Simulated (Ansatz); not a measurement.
## Formation energy of LaAs (CsCl-type structure)

Level of theory: DFT, PBEsol, scalar-relativistic, no spin polarisation; plane waves to 420 eV with PAW datasets (Ansatz 0.2.0), Γ-centred 8×8×8 mesh, 0.05 eV Gaussian smearing. The datasets are Ansatz's generated set soft_2.

This is a trial structure; measured cells of the compound in the Crystallography Open Database are in space group Fm-3m (rock salt).

Symmetry: Pm-3m, No. 221, cubic system. Conventional cell: a = 3.685 Å, b = 3.685 Å, c = 3.685 Å, α = 90.00°, β = 90.00°, γ = 90.00°. La (site symmetry m-3m) is surrounded by 8 As at 3.19 Å. Around As (site symmetry m-3m) lie 8 La at 3.19 Å. (Shells end 15 % past the nearest neighbour.)

The elements were computed in their standard states with the same datasets, cutoff and functional. Total energies depend on the potentials used, so only differences within one code and one set of settings carry meaning.

Energy of the relaxed cell (2 atoms, smearing extrapolated to zero): -10976.747 eV. Elements, in eV/atom: La -6161.275, As -4813.023.

Q: What is the formation energy?

A: [-10976.747 − (1 × -6161.275 + 1 × -4813.023)] / 2 = -1.22 eV/atom, or -118 kJ per mole of atoms.

The value is for 0 K, without zero-point energy. A negative value shows stability against the elements alone, not against other compounds or structures.

Formal charges La³⁺, As³⁻ balance and leave closed shells on every ion, yet the run finds no gap: the anions' valence bands overlap the cations' empty bands by 0.6 eV on the mesh. A better functional would shrink the overlap, but with one this large it would likely leave a semimetal or metal.

Scalar-relativistic only: spin–orbit splittings of the heavy atoms' levels are missing.
